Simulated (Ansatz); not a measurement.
Input file for Ansatz (an electronic-structure program):

Ansatz 0.2 input:
```yaml
crystal:
  lattice:
    - [2.8688514859, 0.0, 0.0]
    - [-1.4344257429, 2.4844982665, 0.0]
    - [0.0, 0.0, 5.0826466039]
  atoms:
    - { symbol: Ta, position: [0.3333333333, 0.6666666667, 0.75] }
    - { symbol: Ta, position: [0.6666666667, 0.3333333333, 0.25] }
kpoints:
  mp_grid: { grid: [16, 16, 8] }
hamiltonian:
  xc: pbesol
  pseudopotentials: { kind: paw }
scf:
  occupations: { method: fermi_dirac, width: 0.1 }
phonons:
  method: dfpt
  response_accuracy: low
  eigenvectors: true
  rigid_motions: translations
```

Output (shortened):

```
Pseudopotential: Ta, paw, valence charge 13
Functional definition: PBEsol
Crystal: 2 atoms, lattice volume = 36.227 Å³
Basis set: ecut = 420 eV, 713 PW (Γ), exchange–correlation on 40×40×72 points (8 copies of the dense FFT grid, shifted against one another)
Bands: 17, of which v1, the nominal top of the filled ones, is band 13 counted from 1 (12 counted from 0)
Symmetry: 24 space group operations
k-points: 365 of 2048 (irreducible under 4 space group operations, time reversal used)
SCF iter   1: F=—  HF=-19612.448816 eV  |F-HF|=—  |Δ(HF+E_count)|=         —  Δρ=6.33e-3  dr2=1.03e-2  ethr=1.77e-3  ⟨swp⟩=5.2  Hψ=27853  notcnv=0
preconditioner: auto → Kerker (q_TF=auto, 2.582 Å⁻¹)
SCF iter   2: F=—  HF=-19612.446848 eV  |F-HF|=—  |Δ(HF+E_count)|=   1.97e-3  Δρ=3.89e-3  dr2=4.47e-3  ethr=3.95e-5  ⟨swp⟩=1.4  Hψ=9618  notcnv=0
SCF iter   3: F=—  HF=-19612.445509 eV  |F-HF|=—  |Δ(HF+E_count)|=   1.34e-3  Δρ=4.45e-4  dr2=3.35e-5  ethr=1.72e-5  ⟨swp⟩=2.0  Hψ=7761  notcnv=0
SCF iter   4: F=—  HF=-19612.445501 eV  |F-HF|=—  |Δ(HF+E_count)|=   7.90e-6  Δρ=1.22e-4  dr2=2.44e-6  ethr=1.29e-7  ⟨swp⟩=2.5  Hψ=11096  notcnv=0
SCF iter   5: F=—  HF=-19612.445501 eV  |F-HF|=—  |Δ(HF+E_count)|=   3.66e-8  Δρ=1.79e-5  dr2=5.79e-8  ethr=9.40e-9  ⟨swp⟩=1.5  Hψ=6774  notcnv=0
SCF iter   6: F=—  HF=-19612.445501 eV  |F-HF|=—  |Δ(HF+E_count)|=   8.88e-9  Δρ=3.64e-6  dr2=2.45e-9  ethr=2.23e-10  ⟨swp⟩=2.0  Hψ=7466  notcnv=0
SCF iter   7: F=—  HF=-19612.445501 eV  |F-HF|=—  |Δ(HF+E_count)|=  6.29e-10  Δρ=2.65e-7  dr2=1.10e-11  ethr=9.43e-12  ⟨swp⟩=3.0  Hψ=11788  notcnv=0
SCF iter   8: F=-19612.445501 eV  HF=-19612.445501 eV  |F-HF|=3.64e-12  |Δ(HF+E_count)|=  7.28e-12  Δρ=2.65e-8  dr2=1.27e-13  ethr=1.00e-12  ⟨swp⟩=5.0  Hψ=24183  notcnv=0
SCF 1 converged in 8 iterations: F = -19612.445501 eV  dr2 = 1.27e-13
DFPT response loops at Γ: preconditioner auto → Kerker (q_TF=auto, 2.582 Å⁻¹) (partly filled bands, converged f_vac=0.000) …
SCF converged after 8 iterations
Free energy (F): -19612.445501 eV
Harris-Foulkes:  -19612.445501 eV  (|F-HF|=3.64e-12)
Internal energy: -19612.363237 eV  (E = F + TS)
E sigma→0 (E₀):  -19612.404369 eV
Entropy (-TS):   -0.082264 eV (-41.132 meV/atom)
Fermi energy:    18.776123 eV
--- Per-component energies (eV) ---
  E_band       = -212.490562
  E_kinetic    = 732.579875
  E_local      = -1113.625639  (includes V_loc(G=0)·N_el)
  E_nonlocal   = 35.258948
  E_hartree    = 385.440579
  E_xc         = -433.798362
  E_vxc        = -407.403421  (∫ρ·V_xc dr)
  E_paw        = -16545.045796  (= ΣΔE_a)
  E_vpaw       = -230.181759  (= ΣTr[D̂ρ^β])
  E_aug_tail   = 0.000276  (compensation charges beyond the density's cutoff)
  E_ewald      = -2673.600411
  E_core_change = 0.427293  (= ΣΔE_core)
  E_smearing   = -0.082264  (= −TS)
  E_closure    = 0.000000  (closes the sum)
  Σ components = -19612.445501   (vs F -19612.445501, Δ=0.00e0)
  [band-id]    e_kinetic+e_local+e_nonlocal+2·e_hartree+e_vxc+e_vpaw+e_augmentation_tail = -212.490563   (vs E_band -212.490562, Δ=-5.02e-7)
--- Band table (eV; the first three rows and the last of 365) ---
  k-point 0: bands = ["-48.6583", "-48.5858", "-15.6892", "-14.7422", "-14.6390", "-14.6390", "-14.5433", "-14.5433", "10.4679", "13.7675", "18.2225", "18.8287", "19.3597", "19.3597", "19.9669", "19.9669", "21.8065"]
  k-point 1: bands = ["-48.6555", "-48.5886", "-15.6553", "-14.7806", "-14.6354", "-14.6354", "-14.5469", "-14.5469", "10.6112", "13.7083", "18.1476", "18.5842", "19.3377", "19.3377", "19.9048", "19.9048", "21.9518"]
  k-point 2: bands = ["-48.6477", "-48.5964", "-15.5580", "-14.8890", "-14.6250", "-14.6250", "-14.5574", "-14.5574", "11.0226", "13.4884", "17.9542", "18.0764", "19.3057", "19.3057", "19.7483", "19.7483", "22.3359"]
  k-point 364: bands = ["-48.5236", "-48.5236", "-15.5907", "-15.5907", "-15.1448", "-15.1448", "-14.9045", "-14.9045", "15.3695", "15.3695", "17.2731", "17.2731", "18.1946", "18.1946", "20.2405", "20.2405", "24.2294"]
--- Phonons (Γ-DFPT): 2 representative perturbations + reference, on 365 of 2048 k-points (Σ response iterations 4) ---
  ASR residual: 8.771e-4 → 0.000e0 eV/Å²; symmetrization residual: 2.732e-10 eV/Å²
  ASR residual per site (eV/Å²): 8.77e-4 8.77e-4
  Γ frequencies (cm⁻¹): -61.81 -61.81 0.00 0.00 0.00 192.39
  non-analytic LO–TO correction: not included (Born effective charges unavailable; polar crystals: no LO–TO splitting at Γ)
```

Cost: roughly 30 core-seconds on shared cores.

Space group P6_3/mmc (hcp (Mg type)). The start of the workflow was typed in or built on a structure type; the Crystallography Open Database copy checked does not list it. It is not the phase usual at ambient conditions (space group No. 229). The PBEsol relaxation kept the symmetry of its start. At this level the phase is dynamically unstable (imaginary phonons). The run is not spin-polarised. As this level gives no gap, phonon frequencies hold no LO–TO term and depend on the k-mesh and smearing (Fermi–Dirac, 0.1 eV here). Spin–orbit coupling is left out wherever it is not named.

Potentials: the later of the program's two PAW sets.

Ansatz is a plane-wave DFT program.
